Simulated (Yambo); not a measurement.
## Convergence of the G0W0 gap of TlBr

G0W0@PBEsol for TlBr (CsCl type, space group Pm-3m, No. 221) in Yambo. Reference settings: 4×4×4 Γ-centred k mesh, 143 bands and a 10 Ry block in the screening, 143 bands in G with the Bruneval-Gonze terminator, plasmon pole fitted at 27.2 eV. The PBEsol gap X → X on this mesh is 1.78 eV; G0W0 gaps are taken between the same points.

```
change from the reference     G0W0 gap X → X (eV)  shift of the valence edge (eV)        rough Yambo cost
----------------------------  -------------------  ------------------------------  ----------------------
reference settings                           2.97                           -1.09                       1
47 bands in G                                2.96                           -1.05                       –
wavefunctions cut at 25 Ry                   2.99                           -1.11  within a factor of two
no point-group symmetry                      2.97                           -1.09                about 4×
47 bands in G, no terminator                 2.71                           -0.58                       –
no terminator                                2.93                           -1.01                       –
```

The reference isn't shown to be the converged limit. Costs are rough (shared machines), scaled to the same edge states, and given only for runs that recompute the screening.

Spin-orbit coupling is left out; with 6p states at a band edge it can lower the gap by many tenths of an eV, most of a small gap.

The standard potential for Tl keeps a d shell in the valence without the s and p states of that shell. In tests on such compounds this moved G0W0 gaps by up to about 0.9 eV, so absolute quasiparticle energies here are unreliable; differences between settings are what counts.

Geometry of the Materials Project entry, not relaxed at this level; primitive cell a = b = c = 4.000 Å, α = β = γ = 90.00°.

A shift is the quasiparticle energy of the state minus its PBEsol energy.
